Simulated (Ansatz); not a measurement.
Zr$_{2}$SiN:
```yaml
crystal:
  lattice:
    - [3.26239, 0.00000, 0.00000]
    - [-1.63120, 2.82531, 0.00000]
    - [0.00000, 0.00000, 13.41913]
  atoms:
    - { symbol: Zr, position: [0.66667, 0.33333, 0.59579] }
    - { symbol: Zr, position: [0.33333, 0.66667, 0.40421] }
    - { symbol: Zr, position: [0.33333, 0.66667, 0.09579] }
    - { symbol: Zr, position: [0.66667, 0.33333, 0.90421] }
    - { symbol: Si, position: [0.66667, 0.33333, 0.25000] }
    - { symbol: Si, position: [0.33333, 0.66667, 0.75000] }
    - { symbol: N, position: [0.00000, 0.00000, 0.50000] }
    - { symbol: N, position: [0.00000, 0.00000, 0.00000] }
```

Relaxed with r²SCAN. Special points in fractions of this cell's reciprocal vectors: Γ (0.000, 0.000, 0.000); M (0.500, 0.000, 0.000); K (0.333, 0.333, 0.000); A (0.000, 0.000, 0.500); L (0.500, 0.000, 0.500); H (0.333, 0.333, 0.500).

Problem. List the band energies nearest the Fermi level at these points for plane-wave PAW r²SCAN (Ansatz code).

Solution. In eV from the Fermi level; about four levels below and three above (degenerate sets whole), none deeper than 8.9 eV; points with the same levels are listed once.

```
k                          below                above
-  -----------------------------  -------------------
Γ  -5.05 -5.05 -4.05 -2.33 -1.19       0.29 0.29 0.36
M        -2.96 -2.59 -2.41 -2.24       0.41 0.76 1.00
K  -3.05 -3.05 -2.81 -2.81 -0.86       0.09 0.69 0.69
A        -3.31 -3.31 -0.32 -0.32  0.39 0.39 0.39 0.39
L        -2.77 -2.77 -2.30 -2.30  0.66 0.66 0.90 0.90
H        -2.68 -2.68 -0.44 -0.44  0.61 0.61 1.73 1.73
```

Space group P6_3/mmc. The start of the workflow was typed in or built on a structure type; neither database checked (COD, Materials Project) lists it. Whether it is the stable phase at ambient conditions was not checked. The r²SCAN relaxation kept the symmetry of its start; its stability against distortions is not shown here. The run is not spin-polarised. Spin–orbit coupling is left out wherever it is not named.

Potentials: the earlier of the program's two PAW sets.
